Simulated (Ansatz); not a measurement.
With DFT-r²SCAN in the program Ansatz with PAW potentials, MoPd in the CsCl type structure (Pm-3m) relaxes to a = 3.139 Å. Against the elements it lies at 0.54 eV/atom, with no fitted shifts.

Electronic character: metallic (no gap). Gap from r²SCAN with spin–orbit coupling: none (metallic).

An equation-of-state fit gives a bulk modulus of 229 GPa. The relaxed-ion elastic constants in GPa are C11 = 65.9, C12 = 311, C44 = 95.8. Bader charges are Pd -0.72, Mo +0.72 e.

The start of the workflow was typed in or built on a structure type; neither database checked (COD, Materials Project) lists it. Its standing as an ambient phase is unchecked. The r²SCAN relaxation kept the symmetry of its start. At this level the phase is mechanically unstable. No spin polarisation was allowed. Its formation energy is positive at this level, so the cell may be metastable or incomplete. As this level gives no gap, shear constants depend on the k-mesh and smearing (Fermi–Dirac, 0.1 eV here). The references are the lowest solids computed at this level, not always the standard phases. Spin–orbit coupling is left out wherever it is not named.

Potentials: the later of the program's two PAW sets.
